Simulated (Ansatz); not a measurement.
One element of this relaxed crystal is hidden as X:

```
cell (Å)
  4.453 0.000 0.000
  0.000 4.453 0.000
  0.000 0.000 4.453
  X 0.0000 0.0000 0.0000
  In 0.5000 0.5000 0.5000
```

All-electron LAPW in Ansatz 0.2.0 under PBE, scalar-relativistic and without spin polarisation, finds it within 0.02 GPa of zero pressure, with a formation energy of 0.14 eV/atom from the elements, no gap and, on PAW files, a Bader charge of +0.60 e on X. The structure needn't be the ground state.

Problem. Which element is X?

Solution. Rb, which makes the crystal RbIn. Other candidates weren't computed, and some may come near.
